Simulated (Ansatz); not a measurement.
SiB6 — ¹¹B NMR of the central transition

Cell: a COD entry whose atoms were relaxed with PBE, the cell held.

```cif
data_SiB6
_symmetry_space_group_name_H-M 'Pm-3m'
_symmetry_Int_Tables_number 221
_cell_length_a 4.1300
_cell_length_b 4.1300
_cell_length_c 4.1300
_cell_angle_alpha 90.000
_cell_angle_beta 90.000
_cell_angle_gamma 90.000
loop_
_atom_site_label
_atom_site_type_symbol
_atom_site_symmetry_multiplicity
_atom_site_Wyckoff_symbol
_atom_site_fract_x
_atom_site_fract_y
_atom_site_fract_z
Si Si 1 a 0.0000 0.0000 0.0000
B B 6 f 0.2002 0.5000 0.5000
```

One atom of each set is listed.

Method: Kohn–Sham DFT in Ansatz, PBE, plane waves and PAW, scalar-relativistic, 420 eV cutoff, Γ-centred 7×7×7 k-points, Fermi–Dirac smearing 0.05 eV.

¹¹B has I = 3/2 and Q = 40.59 mb (Pyykkö 2018); at 23.5 T its Larmor frequency is ν₀ = 321.1 MHz. Only the quadrupole interaction is simulated: positions count from each site's isotropic chemical shift, and J coupling is left out, as are shift anisotropy and dipolar coupling, which fast spinning averages.

Task: What does the ¹¹B spectrum (fast magic-angle spinning) show for each site?

Result: 

```tsv
site	first shell	C_Q (MHz)	η	P_Q (MHz)	δ_QIS (ppm)	breadth (kHz)
B	5 B at 1.65–1.75 Å	-1.58	0.00	1.58	-0.604	0.416
```

δ_QIS = −(ν_Q²/30ν₀²)[I(I+1) − 3/4](1 + η²/3) × 10⁶ ppm with ν_Q = 3|C_Q|/[2I(2I−1)]; it falls as 1/B₀² in ppm, and the breadth as 1/B₀ in kHz.

An axis of threefold or higher order runs through B, so V_zz lies along it and η is zero.

With a gap of 0.11 eV under a smearing of 0.05 eV the band edges are partly filled, so small gradients can hang on the smearing and the k-mesh.

The relaxation (5 steps) took 9.1 s of wall time (9.1 s of CPU time) and 0.35 GiB at its peak, on 1 thread of Arm Neoverse V1 (aarch64; 28 cores open to the job, memory cap 3.0 GiB, no GPU), a shared host with a load of 0.9 a core.
